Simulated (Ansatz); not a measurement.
An Ansatz input:

```yaml
crystal:
  lattice:
    - [2.8435945126, 0.0, 0.0]
    - [-1.4217972563, 2.462625086, 0.0]
    - [0.0, 0.0, 9.4682008314]
  atoms:
    - { symbol: Au, position: [0.0, 1.0, 0.0] }
    - { symbol: Au, position: [0.0, 1.0, 0.5] }
    - { symbol: Au, position: [0.3333333333, 0.6666666667, 0.25] }
    - { symbol: Au, position: [0.6666666667, 0.3333333333, 0.75] }
hamiltonian:
  xc: lda
  pseudopotentials:
    kind: paw
    azcp:
      Au: "pseudopotentials/Au.paw.azcp"
basis:
  ecutwfc: 420
  fft_grid_basis: typed
kpoints:
  mp_grid: { grid: [17, 17, 5], shift: [0, 0, 0] }
magnetization:
  spin_polarized: false
scf:
  occupations: { method: fermi_dirac, width: 0.1 }
```

Output

```
Warning: the record states the generating functional pbe (its physics header spells it `PBE`), which answers neither for hamiltonian.xc's functional nor for the lda family's — results may be inconsistent (PPs are generated against a specific XC)
Engine: ansatz 0.2.0, x86_64-unknown-linux-gnu
Pseudopotentials: kind: paw
Pseudopotential: Au, paw, valence charge 19, recommended cutoff 420 eV (normal) 
Functional definition: SPW92
  exchange = slater_x
  correlation = pw_c
Crystal: 4 atoms, lattice volume = 66.303 Å³
Basis set: ecut = 420 eV, 1303 PW (Γ)
Bands: 43, of which v1, the nominal top of the filled ones, is band 38 counted from 1 (37 counted from 0)
Symmetry: 24 space group operations
Space group: P63/mmc (ITA 194), of the structure as read, at distance tolerance 4.0e-5 Å
k-points: 99 of 1445
Non-local potential: Au, projectors of the file, l = 0: 3, l = 1: 2, l = 2: 2, l = 3: 1
PAW form: soft (Blöchl's): semilocal exchange-correlation on the pseudo side does not see the compensation charge
PAW frozen core: Au, regenerated for the run's functional, and the local potential with it (the file was generated under x = pbe(κ = 0.804, μ = 0.2195149727645171), c = pbe(β = 0.06672455060314922))
PAW one-centre angular grid: Au, 590 points (default); XC on 64 Gauss nodes
Initial density: superposition of atomic densities (neutral atoms: chi_scale 0, normalization atom), corrected by the library's trained network
Initial wavefunctions: pseudopotential atomic-orbital guess
Functional: x = slater, c = lda
SCF iter   1: F=—  HF=-51459.834932 eV  |F-HF|=—  |Δ(HF+E_count)|=         —  Δρ=8.37e-3  dr2=3.00e-2  ethr=1.77e-3  ⟨swp⟩=5.6  Hψ=13177  notcnv=0
SCF iter   2: F=—  HF=-51459.829566 eV  |F-HF|=—  |Δ(HF+E_count)|=   5.37e-3  Δρ=4.06e-3  dr2=5.73e-3  ethr=3.95e-5  ⟨swp⟩=2.3  Hψ=7235  notcnv=0
SCF iter   3: F=—  HF=-51459.827520 eV  |F-HF|=—  |Δ(HF+E_count)|=   2.05e-3  Δρ=6.26e-4  dr2=8.82e-5  ethr=7.53e-6  ⟨swp⟩=2.0  Hψ=5851  notcnv=0
SCF iter   4: F=—  HF=-51459.827528 eV  |F-HF|=—  |Δ(HF+E_count)|=   8.09e-6  Δρ=8.36e-5  dr2=2.88e-6  ethr=1.16e-7  ⟨swp⟩=2.0  Hψ=7423  notcnv=0
SCF iter   5: F=—  HF=-51459.827528 eV  |F-HF|=—  |Δ(HF+E_count)|=   9.86e-8  Δρ=1.64e-5  dr2=1.89e-7  ethr=3.80e-9  ⟨swp⟩=2.6  Hψ=7622  notcnv=0
SCF iter   6: F=-51459.827528 eV  HF=-51459.827528 eV  |F-HF|=5.29e-8  |Δ(HF+E_count)|=   2.89e-8  Δρ=6.40e-6  dr2=5.98e-8  ethr=1.32e-10  ⟨swp⟩=2.1  Hψ=8449  notcnv=0
SCF 1 converged in 6 iterations: F = -51459.827528 eV  dr2 = 5.98e-8
SCF converged after 6 iterations
Free energy (F): -51459.827528 eV
Harris-Foulkes:  -51459.827528 eV  (|F-HF|=5.29e-8)
Internal energy: -51459.794683 eV  (E = F + TS)
E sigma→0 (E₀):  -51459.811106 eV
Entropy (-TS):   -0.032845 eV (-8.211 meV/atom)
Fermi energy:    21.044311 eV
--- Per-component energies (eV) ---
  E_band       = -807.702428
  E_kinetic    = 2422.314703
  E_local      = -6677.231951  (includes V_loc(G=0)·N_el)
  E_nonlocal   = 325.245957
  E_hartree    = 2845.868599
  E_xc         = -908.182527
  E_vxc        = -1101.804784  (∫ρ·V_xc dr)
  E_paw        = -37693.636431  (= ΣΔE_a)
  E_vpaw       = -1467.977944  (= ΣTr[D̂ρ^β])
  E_aug_tail   = 0.005449  (compensation charges beyond the density's cutoff)
  E_ewald      = -11776.269354
  E_core_change = 2.090871  (= ΣΔE_core)
  E_smearing   = -0.032845  (= −TS)
  E_closure    = -0.000000  (closes the sum)
  Σ components = -51459.827528   (vs F -51459.827528, Δ=0.00e0)
```

Command:

```sh
ansatz run input.yaml --threads 2 --pin off --max-ram 5120MiB --backend cpu --events-out ev --progress --plain --runs-dir out
```

On 2 threads of AMD EPYC 9R45 96-Core Processor (Zen 5) (shared host) this took about 1.3 s of wall time and 2.5 s of CPU time.
